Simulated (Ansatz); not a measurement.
**Is this Mg3Cd2Se5 structure a true minimum?**

The cell was found from a structure generator's guess, not taken from experiment.

The calculation used DFT PBE, scalar-relativistic, plane waves, PAW in Ansatz 0.2.0. Settings: cutoff 420 eV, Γ-centred mesh 12×12×12 on the computed 10-atom cell, Gaussian smearing of 0.02 eV; no spin polarisation.

The cell below (10 atoms, space group I4/mmm (No. 139)) is relaxed within its symmetry.

```
CELL_PARAMETERS angstrom
-1.98246 1.98246 14.04732
1.98246 -1.98246 14.04732
1.98246 1.98246 -14.04732
ATOMIC_POSITIONS crystal
Mg 0.59734 0.59734 0.00000
Mg 0.40266 0.40266 0.00000
Mg 0.00000 0.00000 0.00000
Cd 0.19901 0.19901 0.00000
Cd 0.80099 0.80099 0.00000
Se 0.69718 0.69718 0.00000
Se 0.30282 0.30282 0.00000
Se 0.90299 0.90299 0.00000
Se 0.50000 0.50000 0.00000
Se 0.09701 0.09701 0.00000
```

For the test it was strained at random (σ = 1.5 % a component), the atoms were moved at random (σ = 0.10 Å), and all was relaxed again on a coarse 4×4×4 mesh (in the run’s order of axes) with 0.10 eV smearing, with no symmetry imposed.

Q: Is the structure stable against such a distortion?

A: It returns, within 1 meV/atom of the unmoved cell on that mesh and with the same symmetry when read at 0.1 Å. No instability shows in this cell; modes of other wave vectors, which need another repeat, aren't tested.
